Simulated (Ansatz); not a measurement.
**Ta4O: equilibrium cell**

Method: plane-wave DFT with PAW (Ansatz; 420 eV, 500 eV for r²SCAN). Each run relaxes cell and atoms to zero pressure from this start:

```yaml
crystal:
  lattice:
    - [3.25750, 0.00000, 0.00000]
    - [0.00000, 3.25750, 0.00000]
    - [0.00000, 0.00000, 7.40934]
  atoms:
    - { symbol: Ta, position: [0.00000, 0.00000, 0.50000] }
    - { symbol: Ta, position: [0.50000, 0.50000, 0.78316] }
    - { symbol: Ta, position: [0.50000, 0.50000, 0.21684] }
    - { symbol: Ta, position: [0.00000, 0.00000, 0.00000] }
    - { symbol: O, position: [0.50000, 0.50000, 0.50000] }
```

```
Γ-centred k-mesh : 12×12×6
occupation rule  : Gaussian smearing, 0.1 eV
spin treatment   : unpolarised
```

Lengths are those of the conventional cell, space group P4/mmm.

Order by relaxed volume, smallest first.
A. LDA
B. PBEsol
C. r2SCAN
D. PBE

A (14.78 Å³/atom), B (15.14 Å³/atom), C (15.42 Å³/atom), D (15.67 Å³/atom).

| functional | a (Å) | c (Å) | volume (Å³/atom) | gap on mesh (eV) |
| --- | --- | --- | --- | --- |
| LDA | 3.180 | 7.307 | 14.78 | metal |
| PBEsol | 3.211 | 7.342 | 15.14 | metal |
| PBE | 3.254 | 7.396 | 15.67 | metal |
| r2SCAN | 3.243 | 7.332 | 15.42 | metal |

Cost: 4 runs of about 10 core-minutes in all, on Arm Neoverse V1 (shared hosts).